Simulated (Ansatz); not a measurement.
SnSe2 built on the CdI2 prototype: an Ansatz output whose functional has been blanked. The cell was relaxed with r2SCAN+rVV10 and then strained (xy shear, engineering strain (angle) -2.0 %), with the atoms relaxed again with r2SCAN+rVV10; k points keep the names of the unstrained zone.

```
CELL_PARAMETERS angstrom
3.82515 -0.03825 0.00000
-1.94570 3.33180 0.00000
0.00000 0.00000 6.22708
ATOMIC_POSITIONS crystal
Sn 0.00000 0.00000 0.00000
Se 0.33254 0.66661 0.25311
Se 0.66746 0.33339 0.74689
```

```
Pseudopotential: Sn, paw, valence charge 14, recommended cutoff 420 eV
Pseudopotential: Se, paw, valence charge 16, recommended cutoff 420 eV
Crystal: 3 atoms, lattice volume = 78.898 Å³
Basis set: ecut = 420 eV, 1537 PW (Γ)
Bands: 27, of which v1, the nominal top of the filled ones, is band 23 counted from 1 (22 counted from 0)
Symmetry: 2 space group operations
Space group: P-1 (ITA 2)
k-points: 76 of 144
[warm-up without exact exchange]
SCF 1 stopped early in 4 iterations: F = -16963.334782 eV  dr2 = 1.06e-5
[exact exchange on]
SCF 2 stopped early in 7 iterations: F = -16970.478218 eV  dr2 = 1.08e-6
hybrid outer 1: dexx = +1.386e-2 eV, tail = 1.60e-4 eV
SCF 3 converged in 5 iterations: F = -16970.478409 eV  dr2 = 1.86e-10
hybrid outer 2: dexx = +1.078e-6 eV, tail = 4.66e-8 eV, Δε = 3.13e-3 eV, ΔF = 1.19e-2 eV/Å
SCF 4 converged in 2 iterations: F = -16970.478409 eV  dr2 = 1.16e-10
hybrid outer 3: dexx = +5.871e-10 eV, tail = 4.94e-10 eV, Δε = 4.19e-5 eV, ΔF = 2.17e-4 eV/Å
NSCF: frozen V_eff on 8 k-points
hybrid SCF converged: 3 outer / 14 inner (+4 warm-up)
Free energy (F): -16970.478409 eV
Fermi energy:    7.304068 eV
--- Per-component energies (eV) ---
  E_band       = -996.584875
  E_kinetic    = 422.216553
  E_local      = -6102.916526
  E_nonlocal   = -1224.265278
  E_hartree    = 3125.032270
  E_xc         = -466.499974
  E_vxc        = -232.737492
  E_exx        = -172.975728
  E_paw        = -7918.505927
  E_vpaw       = 237.006052
  E_ewald      = -4630.679481
  E_core_change = -1.883087
--- Forces (eV/Å), atoms counted from 1 ---
  atom   1  Sn      0.00000      0.00000      0.00000
  atom   2  Se      0.00602      0.00016    -0.22295
  atom   3  Se    -0.00602    -0.00016      0.22295
--- Stress (GPa, compression-positive) ---
        0.148541       0.799438       0.025663
        0.799438       0.193614       0.001029
        0.025663       0.001029       0.048621
  P = ⅓ Tr σ = 0.1303 GPa (1.303 kbar)
--- Band table (eV; the first three rows and the last of 76) ---
  k-point 0: bands = […, 0.6692, 6.6082, 6.7121, 6.9305, 7.0361, 7.1297, 9.0470, 11.1505, 12.7749, 12.9694]
  k-point 1: bands = […, 1.1228, 5.9507, 6.5522, 6.6532, 7.0239, 7.1316, 9.9190, 11.1410, 12.6261, 12.8208]
  k-point 2: bands = […, 1.7084, 4.9681, 6.5065, 6.6062, 7.0989, 7.2079, 10.5332, 11.0706, 12.4861, 12.6811]
  k-point 75: bands = […, -0.5079, 2.0637, 4.8874, 5.1021, 6.3939, 6.6695, 8.7139, 12.3323, 12.9322, 13.8947]
```

The file bands.tsv (bands near the Fermi energy, numbered from 0, rounded):
```tsv
# k_distance	band_18	band_19	band_20	band_21	band_22	band_23	band_24	band_25	band_26
# fermi_ev = 7.304068
# [0, 0, 0] at k_distance = 0.000000
# [0.5, 0, 0] at k_distance = 0.956675
# [0.3333333333, 0.3333333333, 0] at k_distance = 1.499528
# [0, 0, 0.5] at k_distance = 2.713953
# [0.5, 0, 0.5] at k_distance = 3.670628
# [0.3333333333, 0.3333333333, 0.5] at k_distance = 4.213480
# [0.161458, -0.161458, -0.130208] at k_distance = 5.521200
# [0.458333, 0, -0.335938] at k_distance = 6.319962
# levels_relative_to = fermi_ev
0.000	-0.696	-0.592	-0.374	-0.268	-0.174	1.743	3.846	5.471	5.665
0.957	-4.745	-3.153	-2.827	-1.318	-0.381	1.637	4.453	6.140	6.154
1.500	-3.900	-3.876	-3.550	-1.731	-1.673	1.918	7.355	7.392	8.203
2.714	-2.336	-0.798	-0.698	-0.205	-0.096	3.229	3.767	5.182	5.377
3.671	-5.243	-2.637	-2.177	-0.936	-0.809	1.302	4.926	5.552	6.616
4.213	-4.478	-4.440	-3.950	-0.478	-0.462	3.124	5.368	5.416	7.025
5.521	-2.773	-1.692	-1.404	-0.153	0.033	3.152	4.544	5.563	5.958
6.320	-5.027	-2.665	-2.425	-0.990	-0.700	1.187	4.917	6.223	6.707
```
In order the rows are Γ, M, K, A, L, H, (0.161, -0.161, -0.130), (0.458, 0, -0.336).

**Question.** Which functional gave these numbers?
A. HSE06
B. DDH-PBE0
C. r2SCANh
D. LC-ωPBE

**Answer.** A. HSE06. The exchange loop and the term E_exx show exact exchange. HSE06 gives an indirect gap of 1.15 eV, from k = (0.161, -0.161, -0.130) to k = (0.458, 0, -0.336); the least direct gap is 1.88 eV at k = (-1/2, 0, 1/4). Among hybrids the size of the gap and of E_exx follows the share and range of exact exchange. The stress of a hybrid is loosely converged here. The log narrows the family; the member has to be judged from the numbers.

Command: `ansatz run input.yaml --threads 2 --pin off --max-ram 2211MiB --backend cpu --events-out ev --progress --plain --runs-dir out`. Wall time 2.2 min on 2 threads of AMD EPYC 9R45 96-Core Processor (Zen 5), with other jobs on the host; peak host memory 2 GiB.

Calculated for a static, non-magnetic cell.

Spin-orbit coupling is left out, which matters wherever the heavy atoms make up the band edges.

The meshes of the hybrids are coarse, so their gaps aren't converged to the digits shown.
